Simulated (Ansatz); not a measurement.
# Calculated 17O NMR of the central transition for LuPO4

Cell: a COD entry (listed for 1173 K), ions relaxed with PBE at fixed cell.

Space group I4_1/amd:1 (No. 141); a = 6.8249, c = 5.9932 Å.

| site | Wyckoff | site symmetry | x | y | z |
| --- | --- | --- | --- | --- | --- |
| Lu | 4a | -4m2 | 0.0000 | 0.5000 | 0.2500 |
| P | 4b | -4m2 | 0.0000 | 0.0000 | 0.5000 |
| O | 16h | .m. | 0.0000 | 0.1769 | 0.3372 |

One atom of each set is listed; the run and its k-mesh use a cell of 12 atoms with edges of 5.68, 5.68, 5.68 Å.

Method: Kohn–Sham DFT in Ansatz, PBE, plane waves and PAW, with spin–orbit coupling, 420 eV cutoff, Γ-centred 5×5×5 k-points, Fermi–Dirac smearing 0.02 eV.

17O has I = 5/2 and Q = -25.58 mb (Pyykkö 2018); at 14.1 T its Larmor frequency is ν₀ = 81.4 MHz. Only the quadrupole interaction is simulated: positions count from each site's isotropic chemical shift, and J coupling is left out, as are shift anisotropy and dipolar coupling, which fast spinning averages.

Simulated pattern of one O site (fast magic-angle spinning, Gaussian broadening 0.2 kHz):

offset (kHz), height and a bar:
```
   -6.455          0 
   -6.184          4 #
   -5.913          7 ##
   -5.643          8 ##
   -5.372          8 ##
   -5.101          8 ##
   -4.831          9 ###
   -4.560          9 ###
   -4.289         24 #######
   -4.019         49 ###############
   -3.748         74 ######################
   -3.477         83 #########################
   -3.207         62 ###################
   -2.936         56 #################
   -2.665         54 ################
   -2.395         54 ################
   -2.124         57 #################
   -1.853         62 ###################
   -1.583         74 ######################
   -1.312        100 ##############################
   -1.041         77 #######################
   -0.771         61 ##################
   -0.500         21 ######
   -0.229          0
```

(1) Which |C_Q| and η does the pattern imply?

## Answers

(1) The pattern spans 5.67 kHz before broadening and its centre of gravity is at -2.50 kHz, which fixes P_Q; the places of the horns and steps fix η. That gives P_Q = 5.83 MHz, |C_Q| = 5.78 MHz and η = 0.22. The sign of C_Q can't be read from the pattern.

At O V_zz points along its shortest bond, to P (within 4°).
